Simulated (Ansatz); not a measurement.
## Fields on a plane of SiC (wurtzite)

```xyz
4
Lattice="3.0753 0.0000 0.0000 -1.5376 2.6633 0.0000 0.0000 0.0000 5.0482" Properties=species:S:1:pos:R:3 pbc="T T T"
Si     1.5376     0.8878     0.0025
Si     0.0000     1.7755     2.5266
C      1.5376     0.8878     3.1536
C      0.0000     1.7755     0.6295
```

The slice is a (1 -1 0 0) plane (indices of the conventional cell) through the point (0.667, 0.333, 0.001) (fractional), spanned by u = [110] and v = [001] in vectors of this cell: u (3.08 Å) and v (5.05 Å, at 90° to u). It covers one period; positions are fractions (u, v).

Atoms on it: Si at (0.00, 0.00); C at (0.00, 0.62). Other atoms lie within 1 Å of the plane.

Computed with r2SCAN (plane waves to 500 eV, PAW, scalar-relativistic; Ansatz, a quantum-chemistry and plane-wave program). k mesh 12×12×7. Inside the PAW spheres the values are not all-electron values, and peaks at nuclei hang on which shells count as valence. SiC was relaxed with its symmetry unable to fall.

```
|01256543223456521|
|12466543333456642|
|22456543333456542|
|22344433333344432|
|22233222222223322|
|22221111221111222|
|43321111111111233|
|66431001111001346|
|67642000110002467|
|56752001111002576|
|67752001221002577|
|88641112332111468|
|76421124554211246|
|43211246776421123|
|11001257997521001|
|00001358998531000|
|00001357887531000|
|00001245665421000|
|11111234444321111|
|22211112222111122|
|44321111111111234|
|66431100000011346|
|88642100000012468|
|99742100000012479|
|87642100000012467|
|44332110000112334|
|11123211001123211|
|00134432112344310|
```
Scale: ten equal steps from 0.023 (start of '0') to 0.108 (end of '9'), in the order '0123456789'. Values: density of the lowest conduction band (whole band as if filled, smooth part) in e/Å³. The map has 17 points along u (one character each, u = 0 at the left) and 28 along v (v = 0 in the bottom row). 

```
|1122334455555555444455555555443322|
|4444445555554444444444445555554444|
|6666555555443333333333334455555566|
|7777666655443322222222334455666677|
|7777776655443322111122334455667777|
|8888776655443322222222334455667788|
|9999887766554433222233445566778899|
|9999998877554433333333445577889999|
|9999998877665544333344556677889999|
|9999999988776655444455667788999999|
|9999999988776655555555667788999999|
|9999999988776655555555667788999999|
|9999998877776655555555667777889999|
|8888887777665555555555556677778888|
|7777666666555544444444555566666677|
|5555555555444444444444444455555555|
|4444444444444444444444444444444444|
|2222333333333344444444333333333322|
|2222222233333344444444333333222222|
|2222222233334444444444443333222222|
|2222333333444444555544444433333322|
|3333444444445555555555554444444433|
|4444445555555566666666555555554444|
|4444555566666666666666666666555544|
|4444556666666666666666666666665544|
|2233556666666666666666666666665533|
|1122445566666666666666666666554422|
|0011335566666655555555666666553311|
```
Scale: ten equal steps from -1.37 (start of '0') to 0.26 (end of '9'), in the order '0123456789'. Values: log₁₀ of the valence density in e/Å³. The map has 17 points along u (two characters each, u = 0 at the left) and 28 along v (v = 0 in the bottom row). The scale is logarithmic, as a density can span decades between atoms and voids.

Density on the Si–C line (1.90 Å) at its midpoint: 0.88 e/Å³
ELF at that point: 0.9
ELF maximum in the middle third of the Si–C line: 0.93, 0.9 Å from Si
Element round which the density of the highest valence band (whole band, smooth part) is largest on this plane: C
